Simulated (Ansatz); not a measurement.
# Structure relaxation, Ru

The start is a generated cell, Ru built in the bcc structure type. Cell shape, volume and atoms are optimised at zero target pressure with r2SCAN (plane waves to 500 eV, PAW, scalar-relativistic; Ansatz, an electronic-structure program). The first steps use a coarse 15×15×15 k-mesh.

The start:
```
CELL_PARAMETERS angstrom
     -1.50002     1.50002     1.50002
      1.50002    -1.50002     1.50002
      1.50002     1.50002    -1.50002
ATOMIC_POSITIONS crystal
  Ru 0.00000 0.00000 0.00000
```

Q: How large is the pressure on the unrelaxed cell, and of which sign?

A: +10.7 GPa (positive: the cell is compressed).

Q: How does the volume change?

A: +3.3 %, from 13.50 to 13.95 Å³/atom.

Q: How do the shortest distances between atoms change?

A: The closest pairs of elements (up to four, under 3.6 Å), start → end: Ru–Ru 2.60 → 2.63 Å.

Q: Is the relaxed structure metallic? Give its gap.

A: No gap (metallic).

The space group stays Im-3m (No. 229) (the run could not lower it); the end is bcc (W type), with 1 atom in the primitive cell. Final values are on a 21×21×21 k-mesh of the relaxed cell. No spin polarisation in the result.

The run could not lower the symmetry of its start; a shaken copy of this end point relaxes with r2SCAN to P6₃/mmc (No. 194), 0.65 eV/atom lower.

The relaxed structure here is a generated cell of Ru: the first start was made by placing the elements on the sites of a structure type, and the end was not matched to a known phase here, so it may be hypothetical. Known forms of Ru include space group No. 194.
